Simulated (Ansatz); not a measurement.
La2O3:
```yaml
crystal:
  lattice:
    - [3.93533, 0.00000, 0.00000]
    - [-1.96766, 3.40809, 0.00000]
    - [0.00000, 0.00000, 6.12550]
  atoms:
    - { symbol: La, position: [0.66667, 0.33333, 0.75389] }
    - { symbol: La, position: [0.33333, 0.66667, 0.24611] }
    - { symbol: O, position: [0.66667, 0.33333, 0.35386] }
    - { symbol: O, position: [0.33333, 0.66667, 0.64614] }
    - { symbol: O, position: [0.00000, 0.00000, 0.00000] }
```

Cartesian axes are those of the cell as given.

Problem. Give the high-frequency dielectric tensor and the Born effective charge tensors of the independent atoms from DFPT, r²SCAN in the plane-wave PAW code Ansatz.

Solution. 
ε∞:
```
4.49  0.00  0.00
0.00  4.49  0.00
0.00  0.00  4.37
```
Z* of atom 1 (La), rows: field, columns: displacement, in e:
```
4.21  0.00  0.00
0.00  4.21  0.00
0.00  0.00  3.81
```
Z* of atom 3 (O), rows: field, columns: displacement, in e:
```
-2.86   0.00   0.00
 0.00  -2.86   0.00
 0.00   0.00  -2.53
```
Z* of atom 5 (O), rows: field, columns: displacement, in e:
```
-2.69   0.00   0.00
 0.00  -2.69   0.00
 0.00   0.00  -2.57
```

Static charges for comparison (Bader): La1 +2.09, O3 -1.37, O5 -1.44 e. Born charges measure polarisation by displacement and can exceed these by far.

Space group P-3m1 (La2O3 or Ni2Al3 type). Symmetry was held in the r²SCAN relaxation; of distortions, only those at the zone centre were tested. Scalar-relativistic: spin–orbit coupling is off unless named, which matters more the heavier the elements.

Potentials: the earlier of the program's two PAW sets.
